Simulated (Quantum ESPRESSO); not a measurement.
pw.x input (Quantum ESPRESSO 7.5; PBEsol, PseudoDojo standard norm-conserving files, scalar-relativistic):

```
&CONTROL
  calculation = 'scf'
  pseudo_dir = './pseudo'
  outdir = './out'
  tprnfor = .true.
  tstress = .true.
/
&SYSTEM
  ibrav = 0
  nat = 3
  ntyp = 2
  ecutwfc = 74.0
  ecutrho = 296.0
  occupations = 'smearing'
  smearing = 'fd'
  degauss = 0.002
  nbnd = 16
/
&ELECTRONS
  conv_thr = 3e-10
/
ATOMIC_SPECIES
S 32.0600 S.upf
K 39.0983 K.upf
CELL_PARAMETERS angstrom
  0.000000000000   3.667178075000   3.667178075000
  3.667178075000   0.000000000000   3.667178075000
  3.667178075000   3.667178075000   0.000000000000
ATOMIC_POSITIONS crystal
S   0.000000000000   0.000000000000   0.000000000000
K   0.750000000000   0.750000000000   0.750000000000
K   0.250000000000   0.250000000000   0.250000000000
K_POINTS automatic
6 6 6 0 0 0
```

End of the output:

```
     total energy              =    -142.25902464 Ry
     estimated scf accuracy    <       0.00000009 Ry
     total energy              =    -142.25902459 Ry
     estimated scf accuracy    <       0.00000013 Ry
     total energy              =    -142.25902461 Ry
     estimated scf accuracy    <          1.8E-09 Ry
[...]
     the Fermi energy is     3.6193 ev
!    total energy              =    -142.25902462 Ry
     estimated scf accuracy    <          4.5E-11 Ry
     smearing contrib. (-TS)   =      -0.00000000 Ry
     internal energy E=F+TS    =    -142.25902462 Ry
     The total energy is F=E-TS. E is the sum of the following terms:
     one-electron contribution =     -53.09033779 Ry
     hartree contribution      =      33.30009874 Ry
     xc contribution           =     -31.73542014 Ry
     ewald contribution        =     -90.73336543 Ry
     convergence has been achieved in  10 iterations
     Forces acting on atoms (cartesian axes, Ry/au):
     atom    1 type  1   force =     0.00000000    0.00000000    0.00000000
     atom    2 type  2   force =     0.00000000    0.00000000    0.00000000
     atom    3 type  2   force =     0.00000000   -0.00000000    0.00000000
     Total force =     0.000000     Total SCF correction =     0.000000
     Computing stress (Cartesian axis) and pressure
          total   stress  (Ry/bohr**3)                   (kbar)     P=        0.03
   0.00000021   0.00000000   0.00000000            0.03        0.00        0.00
   0.00000000   0.00000021   0.00000000            0.00        0.03        0.00
   0.00000000   0.00000000   0.00000021            0.00        0.00        0.03
```
In a gapped system the printed Fermi energy is only some level inside the gap.

Geometry relaxed with PBEsol.
